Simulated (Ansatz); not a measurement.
**MgS (Fm-3m), a vibration from a frozen displacement**

Level of theory: DFT LDA, scalar-relativistic, plane waves, PAW (Ansatz). Settings: plane waves to 420 eV, k-mesh 8×8×8 (Γ-centred), Gaussian smearing 0.05 eV. No spin polarisation. Energies are free energies at this smearing, counted from the undisturbed cell; pressure is positive in compression.

Reference structure (as given, not relaxed at this level; it stands at -3.3 GPa):

```xyz
2
Lattice="0.0000 2.6016 2.6016 2.6016 0.0000 2.6016 2.6016 2.6016 0.0000" Properties=species:S:1:pos:R:3 pbc="T T T"
Mg    0.0000    0.0000    0.0000
S     2.6016    2.6016    2.6016
```

Every S atom is moved by x along the Cartesian unit vector (0.000, 0.000, -1.000); the cell and all other atoms stay fixed. The cell's volume is 35.22 Å³; the moved atoms weigh 32.060 u together and the others 24.305 u. Some rows repeat others by symmetry and weren't run.

| x (Å) | ΔE (meV/cell) | total force on the moved atoms along the move (eV/Å) | pressure (GPa) |
| --- | --- | --- | --- |
| -0.2000 | 56.75 | 0.6357 | -1.9386 |
| -0.1750 | 42.23 | 0.5281 | -2.2610 |
| -0.1500 | 30.25 | 0.4319 | -2.5363 |
| -0.1250 | 20.56 | 0.3453 | -2.7662 |
| -0.1000 | 12.92 | 0.2668 | -2.9522 |
| -0.0750 | 7.16 | 0.1946 | -3.0957 |
| -0.0500 | 3.15 | 0.1271 | -3.1974 |
| -0.0250 | 0.78 | 0.0628 | -3.2583 |
| 0.0000 | 0.00 | 0.0000 | -3.2785 |
| 0.0250 | 0.78 | -0.0628 | -3.2583 |
| 0.0500 | 3.15 | -0.1271 | -3.1974 |
| 0.0750 | 7.16 | -0.1946 | -3.0957 |
| 0.1000 | 12.92 | -0.2668 | -2.9522 |
| 0.1250 | 20.56 | -0.3453 | -2.7662 |
| 0.1500 | 30.25 | -0.4319 | -2.5363 |
| 0.1750 | 42.23 | -0.5281 | -2.2610 |
| 0.2000 | 56.75 | -0.6357 | -1.9386 |

What frequency belongs to this motion?

The force constant is k = −dF/dx = 2.512 eV/Å², from the parabola through x = -0.0250, 0 and 0.0250. In every cell the moved atoms swing against the rest, so the mass is μ = m₁m₂/(m₁ + m₂) = 13.825 u, and ν̃ = 521.5 cm⁻¹ × √(|k|/μ) = 222 cm⁻¹, at this cell's pressure of -3.3 GPa. To first order in x, and within 1 %, the force on every atom lies along the move and, within each of the two groups, in proportion to the atom's mass, so this is itself a mode at the zone centre of this cell, taken without macroscopic field (the transverse frequency in a polar insulator).

How far does the harmonic law reach?

At x = -0.200 Å, kx²/2 = 50.24 meV against the computed 56.75 meV (+13.0 %): the well stiffens in this direction at large amplitude.

The pressure changes with x². What does that say about the frequency under compression?

With E = k(V)x²/2, k ∝ V^(−2γ) and x scaling with the cell as V^(1/3), P − P0 = −∂E/∂V = (2γ − 2/3) ΔE/V. At x = 0.0500 Å, V(P − P0) = 35.22 × 0.08104 / 160.2 eV = 17.81 meV and ΔE = 3.15 meV, so γ = 1/3 + V(P − P0)/(2ΔE) = 3.16. This is the Grüneisen parameter of the motion under uniform scaling of the cell: shrinking the cell evenly by 1 % in volume raises the frequency by about 3.16 %.